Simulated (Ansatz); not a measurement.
YC:
```xyz
2
Lattice="0.0000 2.5425 2.5425 2.5425 0.0000 2.5425 2.5425 2.5425 0.0000" Properties=species:S:1:pos:R:3 pbc="T T T"
C      0.0000     0.0000     0.0000
Y      2.5425     2.5425     2.5425
```

Relaxed with PBE. Special points in fractions of this cell's reciprocal vectors: Γ (0.000, 0.000, 0.000); X (0.500, 0.000, 0.500); U (0.625, 0.250, 0.625); K (0.375, 0.375, 0.750); L (0.500, 0.500, 0.500); W (0.500, 0.250, 0.750).

**Question.** List the band energies nearest the Fermi level at these points for plane-wave PAW PBE with spin–orbit coupling (Ansatz code).

**Answer.** In eV from the Fermi level; about four levels below and three above (degenerate sets whole), none deeper than 8.9 eV; points with the same levels are listed once.

| k | below | above |
|---|---|---|
| Γ | – | 1.48 1.48 1.53 1.53 1.53 1.53 |
| X | -8.57 -8.57 -0.77 -0.77 | 0.64 0.64 0.81 0.81 |
| U | -0.81 -0.81 -0.13 -0.13 | 3.03 3.03 6.70 6.70 |
| L | -1.06 -1.06 -1.05 -1.05 | 6.37 6.37 6.39 6.39 |
| W | -0.80 -0.80 -0.67 -0.67 | 4.58 4.58 4.61 4.61 |

Space group Fm-3m (rock salt). The start of the workflow was typed in or built on a structure type; the Crystallography Open Database copy checked does not list it. Its standing as an ambient phase is unchecked. The PBE relaxation kept the symmetry of its start; its stability against distortions is not shown here. No spin polarisation was allowed.

Potentials: the earlier of the program's two PAW sets.
